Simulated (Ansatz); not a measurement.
### Question
Name crystals whose computed values (plane-wave PAW PBEsol (Ansatz code)) fall in these windows: B₀ by P(V) fit (GPa) 62 to 91; highest Γ mode, no LO–TO term (cm⁻¹) 380 to 470.

### Answer


```
crystal                                               B₀ by P(V) fit (GPa)  highest Γ mode, no LO–TO term (cm⁻¹)
----------------------------------------------------  --------------------  ------------------------------------
Mo3S4, R-3 (Mo on 18f, S on 18f, S on 6c)                             76.0                                   410
Ca3SiO, Imma (Ca on 4e, Ca on 8g, Si on 4e, O on 4b)                  64.5                                   387
SiGe, R-3m (Si on 6c, Ge on 6c)                                       80.7                                   467
CaO, zinc blende                                                      81.7                                   381
SiGe, wurtzite                                                        80.9                                   404
```
Others may fit too.

Typed or built starts, not in the databases checked: SiGe, R-3m (Si on 6c, Ge on 6c); CaO, zinc blende. Not the usual ambient phase: CaO, zinc blende. Standing as an ambient phase not checked: Mo3S4, R-3 (Mo on 18f, S on 18f, S on 6c); Ca3SiO, Imma (Ca on 4e, Ca on 8g, Si on 4e, O on 4b); SiGe, wurtzite. All cells were relaxed under the symmetry of their starts (and spin orders); stability against distortions was not tested throughout. Rows with no word on spin ran without spin polarisation. Spin–orbit coupling is left out wherever it is not named.

Potentials: the later of the program's two PAW sets.
